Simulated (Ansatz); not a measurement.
This log comes from Ansatz, run on a 12-atom cell of ZrSi3O8 built on tetragonal HfO2 (relaxed group Pmm2) (no longer in that coordination). Cell and atoms come from a relaxation with PBEsol.

Structure:
```xyz
12
Lattice="3.5173 0.0000 0.0000 0.0000 5.7757 0.0000 0.0000 0.0000 5.7352" Properties=species:S:1:pos:R:3 pbc="T T T"
Si    0.0000    0.0000    0.4810
Si    1.7586    1.4247    2.5155
O     1.7586    0.0000    3.3807
O     1.7586    0.0000    0.9606
O     0.0000    1.3458    1.9501
O     0.0000    1.1853    5.0673
Zr    0.0000    2.8879    0.1390
Si    1.7586    4.3510    2.5155
O     1.7586    2.8879    3.4890
O     1.7586    2.8879    1.1597
O     0.0000    4.4299    1.9501
O     0.0000    4.5904    5.0673
```

Output, abridged:
```
Pseudopotential: Si, paw, valence charge 4, recommended cutoff 420 eV (normal)
Pseudopotential: O, paw, valence charge 6, recommended cutoff 420 eV (normal)
Pseudopotential: Zr, paw, valence charge 12, recommended cutoff 420 eV (normal)
Functional definition: PBEsol
Crystal: 12 atoms, lattice volume = 116.510 Å³
Basis set: ecut = 420 eV, 2279 PW (Γ)
Bands: 48, of which v1, the nominal top of the filled ones, is band 36 counted from 1 (35 counted from 0)
Symmetry: 4 space group operations
k-points: 52 of 96 (irreducible under 1 space group operation, time reversal used)
SCF converged after 12 iterations
Free energy (F): -10490.853526 eV
Fermi energy:    8.445609 eV
--- Per-component energies (eV) ---
  E_band       = -97.585280
  E_kinetic    = 1894.162575
  E_local      = -3604.306675
  E_nonlocal   = 530.774931
  E_hartree    = 1275.526804
  E_xc         = -916.592362
  E_vxc        = -1091.817568
  E_paw        = -5617.981134
  E_vpaw       = -377.472097
  E_ewald      = -4053.000345
  E_core_change = 0.542706
--- Band table (eV; the first three rows and the last of 52) ---
  k-point 0: bands = […, 6.9324, 7.2552, 7.6025, 7.9245, 8.1306, 8.4427, 12.0933, 13.0682, 14.0527, 14.1519, …]
  k-point 1: bands = […, 6.9075, 7.1879, 7.6026, 7.7368, 7.9771, 8.4156, 12.3925, 13.3700, 14.1004, 14.3349, …]
  k-point 2: bands = […, 6.8825, 7.0479, 7.3998, 7.6031, 8.0343, 8.3875, 12.6178, 13.7588, 14.1475, 14.5251, …]
  k-point 51: bands = […, 6.6203, 7.3427, 7.4838, 7.8382, 8.1382, 8.3404, 13.4517, 13.7437, 13.8252, 15.7922, …]
--- Phonons (Γ-DFPT): 27 representative perturbations + reference ---
  Γ frequencies (cm⁻¹): -55.95 0.00 0.00 0.00 77.32 183.77 193.33 215.32 234.62 242.33 277.27 311.96 322.59 326.84 330.76 348.69 362.91 386.32 422.10 446.33 480.14 498.99 579.59 581.34 610.47 638.31 652.38 684.08 698.51 730.93 751.69 788.20 801.97 815.36 856.25 950.89
  ε∞ (high-frequency dielectric tensor):
        3.826901     0.000000     0.000000
        0.000000     4.300489     0.000000
        0.000000     0.000000     3.598689
  Born effective charges Z* (e; rows j = field, columns β = displacement):
    site 0:
         3.83934    0.00000    0.00000
         0.00000    4.88853    0.00000
         0.00000    0.00000    2.97796
    site 1:
         3.92681    0.00000    0.00000
         0.00000    4.28900    0.04866
         0.00000    0.04938    3.43022
    site 2:
        -1.23342    0.00000    0.00000
         0.00000   -2.48091    0.00000
         0.00000    0.00000   -1.51459
    site 3:
        -2.73857    0.00000    0.00000
         0.00000   -2.14444    0.00000
         0.00000    0.00000   -1.56004
    site 4:
        -2.70322    0.00000    0.00000
         0.00000   -1.87311    0.02449
         0.00000   -0.04815   -1.61582
    site 5:
        -1.16094    0.00000    0.00000
         0.00000   -3.28696   -0.01237
         0.00000    0.06144   -1.46354
    site 6:
         4.29326    0.00000    0.00000
         0.00000    5.43786    0.00000
         0.00000    0.00000    3.45836
    site 7:
         3.92681    0.00000    0.00000
         0.00000    4.28900   -0.04866
         0.00000   -0.04938    3.43022
    site 8:
        -1.35588    0.00000    0.00000
         0.00000   -2.10352    0.00000
         0.00000    0.00000   -2.11328
    site 9:
        -2.93002    0.00000    0.00000
         0.00000   -1.85538    0.00000
         0.00000    0.00000   -1.95012
    site 10:
        -2.70322    0.00000    0.00000
         0.00000   -1.87311   -0.02449
         0.00000    0.04815   -1.61582
    site 11:
        -1.16094    0.00000    0.00000
         0.00000   -3.28696    0.01237
         0.00000   -0.06144   -1.46354
  ε∞ is read to err by 1.7e-2, Z* by 2.0e-2 e
  optical modes at Γ without the LO–TO term, one row a degenerate level:
      ω (cm⁻¹)  modes    IR ((D/Å)²/amu)
        -55.95      1             9.3235
         77.32      1             2.2846
        183.77      1             8.1391
        193.33      1             9.6906
        215.32      1             0.0000
        234.62      1             1.2490
        242.33      1             4.2590
        277.27      1             0.0000
        311.96      1             0.5179
        322.59      1             4.0274
        326.84      1             1.6768
        330.76      1             8.7934
        348.69      1             0.0092
        362.91      1             0.1457
        386.32      1            22.1553
        422.10      1             0.0012
        446.33      1             3.1580
        480.14      1             4.5107
        498.99      1            54.0829
        579.59      1             5.1262
        581.34      1            41.2126
        610.47      1             0.0000
        638.31      1            14.9041
        652.38      1             6.8672
        684.08      1             1.0665
        698.51      1             1.7983
        730.93      1            30.5070
        751.69      1             6.1715
        788.20      1             1.7223
        801.97      1            16.3042
        815.36      1             0.0484
        856.25      1            22.6109
        950.89      1             0.3205
  optical modes at Γ + LO–TO along q̂ = [1.0000, 0.0000, 0.0000]:
      ω (cm⁻¹)  modes    IR ((D/Å)²/amu)
        -55.95      1             9.3235
         94.54      1             0.1646
        183.77      1             8.1391
        193.33      1             9.6906
        215.32      1             0.0000
        234.62      1             1.2490
        251.73      1             0.2112
        277.27      1             0.0000
        311.96      1             0.5179
        322.59      1             4.0274
        326.84      1             1.6768
        341.54      1             0.2262
        348.71      1             0.0010
        362.91      1             0.1457
        420.94      1             1.0612
        422.10      1             0.0012
        446.33      1             3.1580
        480.14      1             4.5107
        579.59      1             5.1262
        581.34      1            41.2126
        610.47      1             0.0000
        638.31      1            14.9041
        652.38      1             6.8672
        684.08      1             1.0665
        688.34      1             4.1672
        730.93      1            30.5070
        751.69      1             6.1715
        766.12      1            19.0351
        801.97      1            16.3042
        815.36      1             0.0484
        842.35      1            70.2387
        856.25      1            22.6109
        950.89      1             0.3205
  optical modes at Γ + LO–TO along q̂ = [0.0000, 1.0000, 0.0000]:
      ω (cm⁻¹)  modes    IR ((D/Å)²/amu)
         74.76      1             0.3847
         77.32      1             2.2846
        188.06      1             0.0098
        215.32      1             0.0000
        234.62      1             1.2490
        242.33      1             4.2590
        267.52      1             2.5714
        277.27      1             0.0000
        311.96      1             0.5179
        325.54      1             0.0161
        330.76      1             8.7934
        348.69      1             0.0092
        358.79      1             3.9511
        362.91      1             0.1457
        386.32      1            22.1553
        422.10      1             0.0012
        457.14      1             1.5521
        480.14      1             4.5107
        498.99      1            54.0829
        581.34      1            41.2126
        586.75      1             0.6990
        610.47      1             0.0000
        652.38      1             6.8672
        659.32      1             2.2474
        684.08      1             1.0665
        698.51      1             1.7983
        751.69      1             6.1715
        768.77      1             3.2017
        788.20      1             1.7223
        815.36      1             0.0484
        828.04      1             2.6651
        950.89      1             0.3205
       1026.80      1           108.1695
  optical modes at Γ + LO–TO along q̂ = [0.0000, 0.0000, 1.0000]:
      ω (cm⁻¹)  modes    IR ((D/Å)²/amu)
        -55.95      1             9.3235
         77.32      1             2.2846
        183.77      1             8.1391
        193.33      1             9.6906
        215.32      1             0.0000
        240.89      1             0.2727
        242.33      1             4.2590
        277.27      1             0.0000
        313.95      1             0.1149
        322.59      1             4.0274
        326.84      1             1.6768
        330.76      1             8.7934
        348.69      1             0.0092
        363.35      1             0.0274
        386.32      1            22.1553
        422.11      1             0.0001
        446.33      1             3.1580
        487.26      1             0.3881
        498.99      1            54.0829
        579.59      1             5.1262
        610.47      1             0.0000
        638.10      1             1.3090
        638.31      1            14.9041
        681.20      1             0.5024
        698.51      1             1.7983
        721.70      1             6.9022
        730.93      1            30.5070
        788.20      1             1.7223
        801.97      1            16.3042
        814.61      1             1.1704
        840.40      1            49.5351
        856.25      1            22.6109
        952.98      1             1.8888
```

Question: Which of these blocks stood in the input: relax, gw, phonons, dielectric, magnetization (spin_orbit)?

Answer: phonons. Frequencies at Γ with ε∞ and Born charges come from phonons by dfpt with dielectric on.

Question: Which k mesh was typed?

Answer: 6×4×4, Γ-centred. This is one of several that fit.

Question: How were the bands filled?

Answer: Fixed occupations.

Wall time 58 s on 1 × NVIDIA H100 80GB HBM3 with 2 threads of AMD EPYC 7R13 Processor (Zen 3) (shared host); peak host memory 2.6 GiB.

Computed, not measured; no magnetism was allowed, and whether the structure is a known phase isn't checked.

For a response run the program warns that the ground state's bands aren't all converged, so ε∞ carries an extra error.
